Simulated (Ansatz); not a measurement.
Total density of states per atom from LDA in the plane-wave PAW code Ansatz, in 0.25 eV bins, energy from the Fermi level:

(E (eV), states/eV/atom): (-7.85, 0.23); (-7.60, 0.23); (-7.35, 0.24); (-7.10, 0.24); (-6.85, 0.27); (-6.60, 0.28); (-6.35, 0.26); (-6.10, 0.25); (-5.85, 0.26); (-5.60, 0.28); (-5.35, 0.30); (-5.10, 0.33); (-4.85, 0.38); (-4.60, 0.46); (-4.35, 0.77); (-4.10, 1.02); (-3.85, 1.02); (-3.60, 0.66); (-3.35, 0.51); (-3.10, 0.68); (-2.85, 0.50); (-2.60, 0.52); (-2.35, 0.89); (-2.10, 1.42); (-1.85, 1.73); (-1.60, 1.12); (-1.35, 0.98); (-1.10, 0.76); (-0.85, 0.75); (-0.60, 0.86); (-0.35, 0.54); (-0.10, 0.37); (0.15, 0.29); (0.40, 0.23); (0.65, 0.18); (0.90, 0.15); (1.15, 0.13); (1.40, 0.09); (1.65, 0.12); (1.90, 0.32); (2.15, 0.49); (2.40, 0.69); (2.65, 0.72); (2.90, 0.37); (3.15, 0.24); (3.40, 0.15); (3.65, 0.31); (3.90, 0.95); (4.15, 0.68); (4.40, 0.50); (4.65, 0.42); (4.90, 0.33)

Task: Which of these materials gives this?
A) SiO2, rutile
B) CoSi2, fluorite or antifluorite type
C) Si2Ni, fluorite or antifluorite type
D) SiC, zinc blende

Result: B, CoSi2, fluorite or antifluorite type. Within 0.5 eV of the Fermi level: Si 3p 44 %, Co 3d 43 %, outside the projected shells 8 %. Projections are on Löwdin-orthogonalised atomic valence shells; empty p or d shells of many metals are not among them.

Space group Fm-3m (fluorite or antifluorite type). Symmetry was held in the LDA relaxation. The run is not spin-polarised.

Potentials: the earlier of the program's two PAW sets. The files were generated under PBE; for other functionals the program regenerates the frozen cores, and for LDA and PBEsol the local potential too.
